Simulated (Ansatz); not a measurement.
Si:
```cif
data_Si34
_chemical_formula_sum 'Si34'
_space_group_name_H-M_alt 'P 1'
_space_group_IT_number 1
_cell_length_a 10.42528
_cell_length_b 10.42528
_cell_length_c 10.42528
_cell_angle_alpha 60.000
_cell_angle_beta 60.000
_cell_angle_gamma 60.000
loop_
_space_group_symop_operation_xyz
  'x, y, z'
loop_
_atom_site_label
_atom_site_type_symbol
_atom_site_fract_x
_atom_site_fract_y
_atom_site_fract_z
_atom_site_occupancy
Si1 Si 0.50000 0.50000 0.50000 1
Si2 Si 0.75000 0.75000 0.75000 1
Si3 Si 0.38968 0.38968 0.38968 1
Si4 Si 0.41903 0.86032 0.86032 1
Si5 Si 0.38968 0.38968 0.83097 1
Si6 Si 0.86032 0.41903 0.86032 1
Si7 Si 0.83097 0.38968 0.38968 1
Si8 Si 0.86032 0.86032 0.86032 1
Si9 Si 0.38968 0.83097 0.38968 1
Si10 Si 0.86032 0.86032 0.41903 1
Si11 Si 0.36444 0.75289 0.75289 1
Si12 Si 0.12022 0.49711 0.88556 1
Si13 Si 0.75289 0.36444 0.12978 1
Si14 Si 0.49711 0.12022 0.49711 1
Si15 Si 0.12978 0.75289 0.75289 1
Si16 Si 0.49711 0.88556 0.49711 1
Si17 Si 0.75289 0.12978 0.36444 1
Si18 Si 0.88556 0.49711 0.12022 1
Si19 Si 0.75289 0.36444 0.75289 1
Si20 Si 0.88556 0.12022 0.49711 1
Si21 Si 0.12978 0.75289 0.36444 1
Si22 Si 0.49711 0.49711 0.12022 1
Si23 Si 0.75289 0.12978 0.75289 1
Si24 Si 0.49711 0.49711 0.88556 1
Si25 Si 0.36444 0.75289 0.12978 1
Si26 Si 0.12022 0.88556 0.49711 1
Si27 Si 0.75289 0.75289 0.36444 1
Si28 Si 0.49711 0.88556 0.12022 1
Si29 Si 0.36444 0.12978 0.75289 1
Si30 Si 0.12022 0.49711 0.49711 1
Si31 Si 0.75289 0.75289 0.12978 1
Si32 Si 0.88556 0.49711 0.49711 1
Si33 Si 0.12978 0.36444 0.75289 1
Si34 Si 0.49711 0.12022 0.88556 1
```

Relaxed with PBE.

Q: Which orbitals make up the states near the band edges in PBE (plane waves, PAW; program Ansatz)?

A: Top 1 eV of the valence band: Si 3p 94 %. Bottom 1 eV of the conduction band: Si 3p 67 %, Si 3s 24 %, outside the projected shells 8 %. Projections are on Löwdin-orthogonalised atomic valence shells; empty p or d shells of many metals are not among them.

Q: Tabulate the density of states.

A: States/eV per cell of 34 atoms, in 0.25 eV bins, energy from the valence-band maximum.

| E (eV) | total | Si 3p | Si 3s |
|---|---|---|---|
| -7.85 | 11.22 | 4.09 | 7.06 |
| -7.60 | 8.11 | 2.70 | 5.36 |
| -7.35 | 9.52 | 3.22 | 6.23 |
| -7.10 | 5.46 | 2.16 | 3.26 |
| -6.85 | 6.65 | 2.80 | 3.81 |
| -6.60 | 12.16 | 5.79 | 6.29 |
| -6.35 | 10.96 | 4.99 | 5.89 |
| -6.10 | 15.23 | 7.42 | 7.68 |
| -5.85 | 8.06 | 4.26 | 3.73 |
| -5.60 | 3.85 | 2.26 | 1.56 |
| -5.35 | 7.86 | 5.08 | 2.71 |
| -5.10 | 10.73 | 6.37 | 4.26 |
| -4.85 | 9.43 | 5.70 | 3.64 |
| -4.60 | 8.01 | 5.14 | 2.79 |
| -4.35 | 11.37 | 8.54 | 2.70 |
| -4.10 | 13.57 | 10.12 | 3.31 |
| -3.85 | 8.03 | 6.76 | 1.18 |
| -3.60 | 11.22 | 9.64 | 1.43 |
| -3.35 | 18.11 | 15.95 | 1.91 |
| -3.10 | 18.97 | 17.16 | 1.58 |
| -2.85 | 17.66 | 15.44 | 2.00 |
| -2.60 | 18.83 | 16.49 | 2.09 |
| -2.35 | 17.18 | 15.63 | 1.34 |
| -2.10 | 18.92 | 17.12 | 1.55 |
| -1.85 | 21.00 | 19.11 | 1.58 |
| -1.60 | 14.64 | 13.10 | 1.29 |
| -1.35 | 17.72 | 16.24 | 1.17 |
| -1.10 | 19.60 | 18.07 | 1.13 |
| -0.85 | 23.38 | 21.68 | 1.18 |
| -0.60 | 32.53 | 30.74 | 1.07 |
| -0.35 | 14.43 | 13.81 | 0.29 |
| -0.10 | 1.83 | 1.77 | 0.02 |
| 0.15 | 0.00 | 0.00 | 0.00 |
| 0.40 | 0.00 | 0.00 | 0.00 |
| 0.65 | 7.22 | 3.99 | 2.75 |
| 0.90 | 8.08 | 5.02 | 2.50 |
| 1.15 | 6.50 | 4.57 | 1.30 |
| 1.40 | 21.27 | 15.30 | 4.00 |
| 1.65 | 12.82 | 8.57 | 2.72 |
| 1.90 | 18.74 | 12.92 | 3.30 |
| 2.15 | 19.16 | 13.50 | 3.21 |
| 2.40 | 16.14 | 10.27 | 3.72 |
| 2.65 | 18.03 | 12.37 | 3.33 |
| 2.90 | 17.42 | 10.65 | 3.51 |
| 3.15 | 25.68 | 16.10 | 4.89 |
| 3.40 | 21.26 | 13.70 | 3.29 |
| 3.65 | 26.30 | 16.29 | 3.76 |
| 3.90 | 23.43 | 14.41 | 3.07 |

Space group Fd-3m. The first step of the workflow began from a Materials Project structure, measured or hypothetical. Its sites differ from those of the usual phase in this space group: another stacking or structure type. The PBE relaxation kept the symmetry of its start; its stability against distortions is not shown here.

Potentials: the earlier of the program's two PAW sets.
